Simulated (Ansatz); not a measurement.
SrMg₂Bi₂:
```xyz
5
Lattice="4.8155 0.0000 0.0000 -2.4077 4.1703 0.0000 0.0000 0.0000 7.9915" Properties=species:S:1:pos:R:3 pbc="T T T"
Sr     0.0000     0.0000     0.0000
Mg     2.4077     1.3901     2.9934
Mg     0.0000     2.7802     4.9980
Bi     2.4077     1.3901     5.9587
Bi     0.0000     2.7802     2.0328
```

Plane-wave PAW r²SCAN (Ansatz code) gives a gap of 1.10 eV without spin–orbit coupling, maximum at Γ, minimum at Γ.

Question: What happens when spin–orbit coupling is switched on?

Answer: The gap drops by 0.57 eV, to 0.53 eV; maximum at Γ, minimum at Γ.

Question: Give the electron effective mass with spin–orbit coupling.

Answer: 0.043, 0.047, 0.047 mₑ (principal values).

Question: Give the hole effective mass with spin–orbit coupling.

Answer: 0.060, 0.060, 0.49 mₑ (principal values).

Space group P-3m1. The workflow started from a Materials Project entry (that database holds measured and hypothetical structures alike); the Crystallography Open Database copy checked does not list it. Its standing as an ambient phase is unchecked. The cell was relaxed with r²SCAN under the symmetry of its start; whether a distortion lowers the energy is not shown.

Potentials: the later of the program's two PAW sets.
